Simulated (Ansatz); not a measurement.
Relaxed-ion elastic tensor of Si in space group I4_132 (No. 214; Si on 8a) in GPa (Voigt order), PBEsol (plane waves, PAW; program Ansatz); density 1.43 g/cm³, 32.63 Å³ per atom.

```
 42.1   48.8   48.8    0.0    0.0    0.0
 48.8   42.1   48.8    0.0    0.0    0.0
 48.8   48.8   42.1    0.0    0.0    0.0
  0.0    0.0    0.0  -13.0    0.0    0.0
  0.0    0.0    0.0    0.0  -13.0    0.0
  0.0    0.0    0.0    0.0    0.0  -13.0
```

### Question
Is the crystal mechanically stable?

### Answer
No: the smallest eigenvalue of C is -13.0 GPa.

The start of the workflow was typed in or built on a structure type; neither database checked (COD, Materials Project) lists it. It is not the phase usual at ambient conditions (space group No. 227). Symmetry was held in the PBEsol relaxation. At this level the phase is dynamically unstable (imaginary phonons). As this level gives no gap, shear constants depend on the k-mesh and smearing (Fermi–Dirac, 0.1 eV here).

Potentials: the later of the program's two PAW sets.
